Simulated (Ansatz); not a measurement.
La$_{2}$GeI$_{2}$:
Space group R-3m, hexagonal axes (No. 166); a = b = 4.383 Å, c = 31.559 Å, α = β = 90.00°, γ = 120.00°

```csv
atom,site,symmetry,x,y,z
La,6c,3m,0.0000,0.0000,0.3860
Ge,3a,-3m,0.0000,0.0000,0.0000
I,6c,3m,0.0000,0.0000,0.2170
```
(The calculation used a cell of 5 atoms; values per cell refer to that cell.)

Relaxed with LDA.

Question: Tabulate the valence density and the electron localisation function along the shortest La–I contact (3.23 Å), DFT-LDA in the program Ansatz with PAW potentials.

Answer: 

| distance from La (Å) | density (e/Å³) | ELF |
|---|---|---|
| 0.32 | 1.49 | 0.16 |
| 0.48 | 1.66 | 0.57 |
| 0.65 | 1.66 | 0.80 |
| 0.81 | 1.36 | 0.86 |
| 0.97 | 0.90 | 0.83 |
| 1.13 | 0.52 | 0.64 |
| 1.29 | 0.30 | 0.33 |
| 1.45 | 0.22 | 0.19 |
| 1.61 | 0.21 | 0.27 |
| 1.78 | 0.26 | 0.53 |
| 1.94 | 0.36 | 0.71 |
| 2.10 | 0.53 | 0.70 |
| 2.26 | 0.79 | 0.65 |
| 2.42 | 1.15 | 0.60 |
| 2.58 | 2.84 | 0.49 |
| 2.75 | 7.56 | 0.30 |
| 2.91 | 13.46 | 0.17 |

The density is the valence pseudo-density with augmentation charge, so density and ELF within about 1 Å of a nucleus are not all-electron values.

The workflow started from a Materials Project entry (that database holds measured and hypothetical structures alike); the Crystallography Open Database files this formula in space group No. 166, but the cells were not matched. Whether it is the stable phase at ambient conditions was not checked. The cell was relaxed with LDA under the symmetry of its start; whether a distortion lowers the energy is not shown. A crystal of weakly bound layers computed without a dispersion correction: the cell and the soft elastic constants depend strongly on that. Spin–orbit coupling is left out wherever it is not named.

Potentials: the later of the program's two PAW sets.
